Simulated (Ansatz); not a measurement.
GaIr: clamped-ion strain scan

Method: DFT PBEsol, scalar-relativistic, plane waves, PAW in Ansatz 0.2.0. Cutoff 420 eV, Γ-centred 16×16×16 k-points, Gaussian smearing of 0.15 eV. Spin–orbit coupling is left out, which can shift energies with elements as heavy as these. No spin polarisation. Energies are free energies at this smearing, counted from the undisturbed cell; pressure is positive in compression.

Zero of the scan (as given, not relaxed at this level; it stands at 4.0 GPa, and it needn't be the usual structure):

```
CELL_PARAMETERS angstrom
3.00400 0.00000 0.00000
0.00000 3.00400 0.00000
0.00000 0.00000 3.00400
ATOMIC_POSITIONS crystal
Ga 0.00000 0.00000 0.00000
Ir 0.50000 0.50000 0.50000
```

The cell is strained by ε times the Voigt pattern (0, 0, 0, 1, 0, 0) (xx, yy, zz, yz, xz, xy; engineering shear) with fractional coordinates fixed. The cell is metallic on the mesh throughout.

```csv
ε,ΔE (meV/atom)
-0.0200,1.4
-0.0100,0.3
0.0000,0.0
0.0025,0.0
0.0050,0.1
0.0075,0.2
0.0125,0.5
0.0150,0.8
0.0175,1.0
```

By symmetry 0.0200 repeats -0.0200, -0.0150 repeats 0.0150, 0.0100 repeats -0.0100, -0.0050 repeats 0.0050 in energy, with the opposite slope along the path.